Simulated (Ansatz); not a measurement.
The elements of this relaxed trial crystal are hidden behind letters.

```
lattice vectors (Å)
  -4.0421    4.0421    4.0421
   4.0421   -4.0421    4.0421
   4.0421    4.0421   -4.0421
fractional positions
X 0.2500 0.1250 0.8750
X 0.8750 0.2500 0.1250
X 0.7500 0.3750 0.6250
X 0.6250 0.7500 0.3750
X 0.1250 0.8750 0.2500
X 0.3750 0.6250 0.7500
Z 0.4902 0.4902 0.4902
Z 0.5098 0.5000 0.0000
Z 0.5000 0.0000 0.0098
Z 0.0000 0.5098 0.5000
Z 0.0098 0.5000 0.0000
Z 0.9902 0.9902 0.9902
Z 0.0000 0.0098 0.5000
Z 0.5000 0.0000 0.5098
```

Method: DFT PBE, scalar-relativistic, plane waves, PAW in Ansatz. Settings of the last relaxation (14-atom cell): 420 eV, 8×8×8 k points, Gaussian smearing of 0.10 eV, no spin polarisation.

| Property | Result |
| --- | --- |
| Space group | I-43d (No. 220) |
| Conventional cell | a = 8.084 Å |
| Volume per atom | 18.87 Å³ |
| Density | 2.62 g/cm³ |
| Energy over the elements | +0.04 eV/atom |
| Gap on the 8×8×8 mesh of the 14-atom cell | 0 eV (the bands overlap slightly) |

Energies are uncorrected and count from the elements' standard states at the same level.

Question: X is a p-block element of period 3 and Z is a p-block element of period 3. Which elements are they?

Answer: X = Si, Z = P, so the formula is Si3P4. Density times volume gives a mean mass of 2.62 × 18.87/1.6605 = 29.8 u per atom, and this set has 29.7 u. Si is surrounded by 4 P at 2.28 Å; P is surrounded by 3 Si at 2.28 Å. Other sets within the hints have nearly the same mass, so mass alone doesn't settle it; this one was computed.

The zero gap may come from the functional, which often closes small gaps. A structure relaxed within its symmetry needn't be a true minimum.
